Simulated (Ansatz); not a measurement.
Zr₃InF₁₅:
```yaml
crystal:
  lattice:
    - [6.06334, 3.50067, 3.71113]
    - [-6.06334, 3.50067, 3.71113]
    - [0.00000, -7.00134, 3.71113]
  atoms:
    - { symbol: Zr, position: [0.81963, 0.25000, 0.68037] }
    - { symbol: Zr, position: [0.18037, 0.75000, 0.31963] }
    - { symbol: Zr, position: [0.68037, 0.81963, 0.25000] }
    - { symbol: Zr, position: [0.31963, 0.18037, 0.75000] }
    - { symbol: Zr, position: [0.25000, 0.68037, 0.81963] }
    - { symbol: Zr, position: [0.75000, 0.31963, 0.18037] }
    - { symbol: In, position: [0.75000, 0.75000, 0.75000] }
    - { symbol: In, position: [0.25000, 0.25000, 0.25000] }
    - { symbol: F, position: [0.53789, 0.25000, 0.96211] }
    - { symbol: F, position: [0.46211, 0.75000, 0.03789] }
    - { symbol: F, position: [0.96211, 0.53789, 0.25000] }
    - { symbol: F, position: [0.03789, 0.46211, 0.75000] }
    - { symbol: F, position: [0.25000, 0.96211, 0.53789] }
    - { symbol: F, position: [0.75000, 0.03789, 0.46211] }
    - { symbol: F, position: [0.52010, 0.27813, 0.28485] }
    - { symbol: F, position: [0.47990, 0.72187, 0.71515] }
    - { symbol: F, position: [0.28485, 0.52010, 0.27813] }
    - { symbol: F, position: [0.71515, 0.47990, 0.72187] }
    - { symbol: F, position: [0.27813, 0.28485, 0.52010] }
    - { symbol: F, position: [0.72187, 0.71515, 0.47990] }
    - { symbol: F, position: [0.21515, 0.22187, 0.97990] }
    - { symbol: F, position: [0.78485, 0.77813, 0.02010] }
    - { symbol: F, position: [0.22187, 0.97990, 0.21515] }
    - { symbol: F, position: [0.77813, 0.02010, 0.78485] }
    - { symbol: F, position: [0.97990, 0.21515, 0.22187] }
    - { symbol: F, position: [0.02010, 0.78485, 0.77813] }
    - { symbol: F, position: [0.67456, 0.04780, 0.14864] }
    - { symbol: F, position: [0.32544, 0.95220, 0.85136] }
    - { symbol: F, position: [0.14864, 0.67456, 0.04780] }
    - { symbol: F, position: [0.85136, 0.32544, 0.95220] }
    - { symbol: F, position: [0.04780, 0.14864, 0.67456] }
    - { symbol: F, position: [0.95220, 0.85136, 0.32544] }
    - { symbol: F, position: [0.35136, 0.45220, 0.82544] }
    - { symbol: F, position: [0.64864, 0.54780, 0.17456] }
    - { symbol: F, position: [0.45220, 0.82544, 0.35136] }
    - { symbol: F, position: [0.54780, 0.17456, 0.64864] }
    - { symbol: F, position: [0.82544, 0.35136, 0.45220] }
    - { symbol: F, position: [0.17456, 0.64864, 0.54780] }
```

Relaxed with r²SCAN.

### Question
Which orbitals make up the states near the band edges in DFT-r²SCAN in the program Ansatz with PAW potentials?

### Answer
Top 1 eV of the valence band: F 2p 98 %. Bottom 1 eV of the conduction band: Zr 4d 74 %, F 2p 11 %, In 5s 10 %. Projections are on Löwdin-orthogonalised atomic valence shells; empty p or d shells of many metals are not among them.

### Question
Tabulate the density of states.

### Answer
States/eV per cell of 38 atoms, in 0.25 eV bins, energy from the valence-band maximum.

| E (eV) | total | F 2p | Zr 4d | In 5s |
|---|---|---|---|---|
| -7.85 | 0.00 | 0.00 | 0.00 | 0.00 |
| -7.60 | 0.00 | 0.00 | 0.00 | 0.00 |
| -7.35 | 0.00 | 0.00 | 0.00 | 0.00 |
| -7.10 | 0.00 | 0.00 | 0.00 | 0.00 |
| -6.85 | 0.00 | 0.00 | 0.00 | 0.00 |
| -6.60 | 0.00 | 0.00 | 0.00 | 0.00 |
| -6.35 | 0.00 | 0.00 | 0.00 | 0.00 |
| -6.10 | 0.00 | 0.00 | 0.00 | 0.00 |
| -5.85 | 0.00 | 0.00 | 0.00 | 0.00 |
| -5.60 | 0.00 | 0.00 | 0.00 | 0.00 |
| -5.35 | 0.00 | 0.00 | 0.00 | 0.00 |
| -5.10 | 0.00 | 0.00 | 0.00 | 0.00 |
| -4.85 | 0.00 | 0.00 | 0.00 | 0.00 |
| -4.60 | 15.95 | 11.99 | 1.02 | 2.50 |
| -4.35 | 0.05 | 0.04 | 0.00 | 0.01 |
| -4.10 | 24.47 | 19.65 | 3.45 | 0.07 |
| -3.85 | 33.07 | 26.30 | 5.55 | 0.09 |
| -3.60 | 26.63 | 21.65 | 3.94 | 0.10 |
| -3.35 | 35.89 | 29.96 | 4.57 | 0.06 |
| -3.10 | 33.33 | 28.54 | 3.35 | 0.08 |
| -2.85 | 40.64 | 35.47 | 3.53 | 0.07 |
| -2.60 | 37.41 | 33.78 | 2.17 | 0.04 |
| -2.35 | 33.93 | 31.35 | 1.37 | 0.02 |
| -2.10 | 38.74 | 36.39 | 1.08 | 0.02 |
| -1.85 | 34.69 | 32.80 | 0.75 | 0.03 |
| -1.60 | 35.13 | 33.54 | 0.60 | 0.02 |
| -1.35 | 43.05 | 41.46 | 0.60 | 0.03 |
| -1.10 | 43.26 | 41.77 | 0.64 | 0.04 |
| -0.85 | 64.93 | 63.16 | 0.78 | 0.03 |
| -0.60 | 50.57 | 49.62 | 0.28 | 0.01 |
| -0.35 | 70.70 | 69.81 | 0.22 | 0.01 |
| -0.10 | 57.56 | 56.99 | 0.20 | 0.01 |
| 0.15 | 0.00 | 0.00 | 0.00 | 0.00 |
| 0.40 | 0.00 | 0.00 | 0.00 | 0.00 |
| 0.65 | 0.00 | 0.00 | 0.00 | 0.00 |
| 0.90 | 0.00 | 0.00 | 0.00 | 0.00 |
| 1.15 | 0.00 | 0.00 | 0.00 | 0.00 |
| 1.40 | 0.00 | 0.00 | 0.00 | 0.00 |
| 1.65 | 0.00 | 0.00 | 0.00 | 0.00 |
| 1.90 | 0.00 | 0.00 | 0.00 | 0.00 |
| 2.15 | 0.00 | 0.00 | 0.00 | 0.00 |
| 2.40 | 0.00 | 0.00 | 0.00 | 0.00 |
| 2.65 | 0.00 | 0.00 | 0.00 | 0.00 |
| 2.90 | 0.00 | 0.00 | 0.00 | 0.00 |
| 3.15 | 0.00 | 0.00 | 0.00 | 0.00 |
| 3.40 | 0.00 | 0.00 | 0.00 | 0.00 |
| 3.65 | 0.00 | 0.00 | 0.00 | 0.00 |
| 3.90 | 0.00 | 0.00 | 0.00 | 0.00 |
| 4.15 | 0.00 | 0.00 | 0.00 | 0.00 |
| 4.40 | 0.00 | 0.00 | 0.00 | 0.00 |
| 4.65 | 0.00 | 0.00 | 0.00 | 0.00 |
| 4.90 | 0.00 | 0.00 | 0.00 | 0.00 |
| 5.15 | 0.00 | 0.00 | 0.00 | 0.00 |
| 5.40 | 0.00 | 0.00 | 0.00 | 0.00 |
| 5.65 | 0.00 | 0.00 | 0.00 | 0.00 |
| 5.90 | 0.00 | 0.00 | 0.00 | 0.00 |
| 6.15 | 0.00 | 0.00 | 0.00 | 0.00 |
| 6.40 | 14.90 | 1.42 | 13.08 | 0.07 |
| 6.65 | 22.70 | 2.38 | 18.85 | 0.71 |
| 6.90 | 11.89 | 1.35 | 9.01 | 0.90 |
| 7.15 | 14.51 | 1.79 | 6.44 | 4.53 |
| 7.40 | 0.00 | 0.00 | 0.00 | 0.00 |
| 7.65 | 12.68 | 1.15 | 10.08 | 0.22 |
| 7.90 | 35.38 | 4.07 | 27.75 | 0.41 |
| 8.15 | 12.82 | 1.54 | 9.79 | 0.22 |
| 8.40 | 19.41 | 2.35 | 14.62 | 0.31 |
| 8.65 | 21.82 | 3.02 | 16.01 | 0.46 |
| 8.90 | 16.42 | 2.58 | 11.36 | 0.56 |
| 9.15 | 15.63 | 2.65 | 10.66 | 0.61 |
| 9.40 | 9.40 | 1.79 | 5.46 | 1.11 |
| 9.65 | 2.26 | 0.45 | 1.58 | 0.07 |
| 9.90 | 17.24 | 3.41 | 12.42 | 0.09 |
| 10.15 | 18.94 | 3.90 | 13.38 | 0.16 |
| 10.40 | 8.94 | 1.95 | 6.38 | 0.03 |
| 10.65 | 1.06 | 0.25 | 0.76 | 0.00 |
| 10.90 | 0.10 | 0.01 | 0.00 | 0.00 |
| 11.15 | 3.52 | 0.28 | 0.16 | 0.09 |

Space group R-3c. The first step of the workflow began from a Materials Project structure, measured or hypothetical; the Crystallography Open Database copy checked does not list it. Whether it is the stable phase at ambient conditions was not checked. The cell was relaxed with r²SCAN under the symmetry of its start; its stability against distortions is not shown here. No spin polarisation was allowed. Scalar-relativistic: spin–orbit coupling is off unless named, which matters more the heavier the elements.

Potentials: the later of the program's two PAW sets.
